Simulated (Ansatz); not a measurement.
C2CuS2 in space group P6/mmm (No. 191; C on 6l, S on 6l, Cu on 3f) under volume change, DFT-r²SCAN+D4 in the program Ansatz with PAW potentials, shape and atoms relaxed at each volume.

```
V (Å³/atom)  E − E(relaxed) (meV/atom)     P (GPa)
-----------  -------------------------  ----------
14.092                            15.5        4.10
14.557                             6.2        2.41
15.021                      (withheld)  (withheld)
15.486                             0.0        0.01
15.951                      (withheld)  (withheld)
16.415                             4.1       -1.24
16.880                             8.1       -1.57
```

Fill in the missing entries.


- 15.951, E − E(relaxed) (meV/atom): 1.1
- 15.951, P (GPa): -0.74
- 15.021, E − E(relaxed) (meV/atom): 1.4
- 15.021, P (GPa): 1.00

What does a third-order Birch–Murnaghan fit give for V₀, B₀ and B′?

V₀ = 15.49 Å³/atom, B₀ = 28.4 GPa, B′ = 9.5.

A made-up cell: these elements were put on the sites of a structure type; neither database checked (COD, Materials Project) lists it. Its standing as an ambient phase is unchecked. The cell was relaxed with r²SCAN+D4 under the symmetry of its start. At this level the phase is mechanically unstable. The run is not spin-polarised.

Potentials: the later of the program's two PAW sets.
